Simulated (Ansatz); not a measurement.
LaB$_{2}$ (MoSi2 or CaC2 type, space group No. 139), the program Ansatz at the r²SCAN level (PAW), all energies at zero smearing, with the estimated change up to a 700 eV cutoff added, with one set of potentials and settings (totals compare only within such a set). Cell of 3 atoms (1 La, 2 B): -6576.757 eV.

```json
[
 {"element": "La", "reference phase": "P6_3/mmc, 4 atoms in the cell", "E (eV/atom)": "-6264.8722"},
 {"element": "B", "reference phase": "R-3m, 12 atoms in the cell", "E (eV/atom)": "-156.5545"}
]
```

Formation energy per atom, worked out: (-6576.757 − 1×(-6264.8722) − 2×(-156.5545))/3 = 0.408 eV/atom (39 kJ per mol of atoms), at 0 K, without zero-point energy or fitted corrections.

Space group I4/mmm (MoSi2 or CaC2 type). The start of the workflow was typed in or built on a structure type; neither database checked (COD, Materials Project) lists it. Its standing as an ambient phase is unchecked. Symmetry was held in the r²SCAN relaxation; its stability against distortions is not shown here. Its formation energy is positive at this level, so the cell may be metastable or incomplete. The references are the lowest solids computed at this level, not always the standard phases. Spin–orbit coupling is left out wherever it is not named.

Potentials: the earlier of the program's two PAW sets.
